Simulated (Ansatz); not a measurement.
Input:

NbSi:
```xyz
2
Lattice="3.1556 0.0000 0.0000 0.0000 3.1556 0.0000 0.0000 0.0000 3.1556" Properties=species:S:1:pos:R:3 pbc="T T T"
Nb     0.0000     0.0000     0.0000
Si     1.5778     1.5778     1.5778
```

This is the PBE-relaxed structure.

All from DFT-PBE in the program Ansatz with PAW potentials, unless another level is named. Estimate the electronic character.

metallic (no gap).

What about the formation energy from the elements (no fitted shifts)?

-200 meV/atom.

And the density of states at the Fermi level?

0.76 states/eV per atom (mean over ±0.08 eV).

Space group Pm-3m (CsCl type). A made-up cell: these elements were put on the sites of a structure type; neither database checked (COD, Materials Project) lists it. Its standing as an ambient phase is unchecked. Symmetry was held in the PBE relaxation; its stability against distortions is not shown here. The run is not spin-polarised. The references are the lowest solids computed at this level, not always the standard phases. Spin–orbit coupling is left out wherever it is not named.

Potentials: the later of the program's two PAW sets.
